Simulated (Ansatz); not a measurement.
Starting cell, Ti3AlC2 (space group P6_3/mmc):

```yaml
crystal:
  lattice:
    - [3.02798, 0.00000, 0.00000]
    - [-1.51399, 2.62231, 0.00000]
    - [0.00000, 0.00000, 18.33287]
  atoms:
    - { symbol: Ti, position: [0.66667, 0.33333, 0.37292] }
    - { symbol: Ti, position: [0.33333, 0.66667, 0.62708] }
    - { symbol: Ti, position: [0.33333, 0.66667, 0.87292] }
    - { symbol: Ti, position: [0.66667, 0.33333, 0.12708] }
    - { symbol: Ti, position: [0.00000, 0.00000, 0.50000] }
    - { symbol: Ti, position: [0.00000, 0.00000, 0.00000] }
    - { symbol: Al, position: [0.00000, 0.00000, 0.75000] }
    - { symbol: Al, position: [0.00000, 0.00000, 0.25000] }
    - { symbol: C, position: [0.33333, 0.66667, 0.43069] }
    - { symbol: C, position: [0.66667, 0.33333, 0.56931] }
    - { symbol: C, position: [0.66667, 0.33333, 0.93069] }
    - { symbol: C, position: [0.33333, 0.66667, 0.06931] }
```

The atoms are displaced by Q × the pattern below (from a DFPT mode at Γ, largest move 1; Q in Å), at fixed cell.

```tsv
atom	x	y	z
Ti1	0.000	0.000	0.543
Ti2	0.000	0.000	-0.543
Ti3	0.000	0.000	-0.543
Ti4	0.000	0.000	0.543
Al7	0.000	0.000	-1.000
Al8	0.000	0.000	1.000
C9	0.000	0.000	0.308
C10	0.000	0.000	-0.308
C11	0.000	0.000	-0.308
C12	0.000	0.000	0.308
```

Atoms not listed stay in place.

Method: LDA (plane waves to 420 eV, PAW, scalar-relativistic; Ansatz, a program for electronic structure). k mesh 14×14×2 (Γ-centred), Fermi-Dirac smearing 0.05 eV. The energy includes the smearing's −TS. Stress and pressure are positive under compression. With partly filled bands, energies and forces of such displacements shift with the k mesh and the smearing. Ti3AlC2 is run without spin polarisation. Ti3AlC2 was relaxed with its symmetry unable to fall. The zero of ΔE is the undisplaced structure.

| Q (Å) | ΔE (eV/cell) | −dE/dQ from forces (eV/Å) | P (GPa) |
|---|---|---|---|
| -0.280 | 0.682 | 4.882 | 1.3 |
| -0.233 | 0.473 | 4.064 | 0.9 |
| -0.187 | 0.303 | 3.248 | 0.6 |
| -0.140 | 0.170 | 2.434 | 0.3 |
| -0.093 | 0.076 | 1.622 | 0.1 |
| -0.047 | 0.019 | 0.811 | 0.0 |
| 0.000 | 0.000 | 0.000 | 0.0 |
| 0.047 | 0.019 | -0.811 | 0.0 |
| 0.093 | 0.076 | -1.622 | 0.1 |
| 0.140 | 0.170 | -2.434 | 0.3 |
| 0.187 | 0.303 | -3.248 | 0.6 |
| 0.233 | 0.473 | -4.064 | 0.9 |
| 0.280 | 0.682 | -4.882 | 1.3 |

Derived quantities:

```
Quantity                                                                                                             Result
-----------------------------------------------------------  --------------------------------------------------------------
Energy at Q = 0.280 Å                                                                                          682 meV/cell
Space group of the distorted cell                                                    P-3m1 (No. 164), lowered from P6_3/mmc
Symmetry of the curve                                                                         even: the same for both signs
Shape of the curve                                           a single well with its minimum at or next to zero displacement
Harmonic wavenumber from the curvature (finite differences)                                                        203 cm⁻¹
Wavenumber by perturbation theory (DFPT, on another k mesh)                                                        203 cm⁻¹
```

The 13 points together took around 3 core-minutes (rough).

(A displaced cell: forces are minus the slopes of the energy, force constants its curvatures, and phonons follow from these.)
